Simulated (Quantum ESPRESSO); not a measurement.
Field gradients of CdIn$_{2}$O$_{4}$ from a PBE PAW density (pw.x of a modified build of Quantum ESPRESSO, JTH datasets) with the all-electron reconstruction of Petrilli and co-workers. The input of pw.x:

```
&CONTROL
  calculation = 'scf'
  prefix = 'x'
  pseudo_dir = './pseudo'
  outdir = './out'
  tprnfor = .true.
/
&SYSTEM
  ibrav = 0
  nat = 14
  ntyp = 3
  ecutwfc = 45
  ecutrho = 180
  occupations = 'fixed'
  nbnd = 66
/
&ELECTRONS
  conv_thr = 1e-11
/
ATOMIC_SPECIES
Cd 112.414 Cd.GGA_PBE-JTH.UPF
In 114.818 In.GGA_PBE-JTH.UPF
O 15.999 O.GGA_PBE-JTH.UPF
CELL_PARAMETERS angstrom
    0.000000000000     4.611020000000     4.611020000000
    4.611020000000     0.000000000000     4.611020000000
    4.611020000000     4.611020000000     0.000000000000
ATOMIC_POSITIONS crystal
Cd     0.250000000000     0.250000000000     0.250000000000
Cd     0.000000000000     0.000000000000     0.000000000000
In     0.125000000000     0.625000000000     0.625000000000
In     0.625000000000     0.625000000000     0.125000000000
In     0.625000000000     0.125000000000     0.625000000000
In     0.625000000000     0.625000000000     0.625000000000
O      0.861750000000     0.861750000000     0.861750000000
O      0.835250000000     0.388250000000     0.388250000000
O      0.861750000000     0.861750000000     0.414750000000
O      0.388250000000     0.835250000000     0.388250000000
O      0.414750000000     0.861750000000     0.861750000000
O      0.388250000000     0.388250000000     0.388250000000
O      0.861750000000     0.414750000000     0.861750000000
O      0.388250000000     0.388250000000     0.835250000000
K_POINTS automatic
4 4 4 0 0 0
```
Geometry: a computed entry of the Materials Project; it was not checked against measured cells. It is CdIn2O4 in Fd-3m; whether this form has been observed was not checked. Stability against distortions was not tested. Forces on the atoms reach 0.10 eV/Å at this level.

Vzz is the sum of three terms, each taken along its main axis: the smooth valence density, the ions (nucleus and frozen core) with the augmentation charges of all other spheres, and the all-electron minus smooth density in the atom's own sphere. The split hangs on the datasets.  Cores are frozen. Against all-electron runs on small test molecules, this scheme's |Vzz| missed by −17 % on In, −2 to +6 % on O. Spin–orbit coupling is left out, a limit on In.

```
site                              smooth valence density  ions and other spheres  own sphere  Vzz (a.u.)
--------------------------------  ----------------------  ----------------------  ----------  ----------
In (atoms 3, 4, 5, 6)                             -0.223                   0.224         [?]         [?]
O (atoms 7, 8, 9, 10, 11, 12, …)                  -0.072                   0.118         [?]         [?]
```

Q: What belongs in the gaps?

A: 
- In (atoms 3, 4, 5, 6), own sphere: -0.537
- In (atoms 3, 4, 5, 6), Vzz (a.u.): -0.536
- O (atoms 7, 8, 9, 10, 11, 12, …), own sphere: 0.134
- O (atoms 7, 8, 9, 10, 11, 12, …), Vzz (a.u.): 0.179
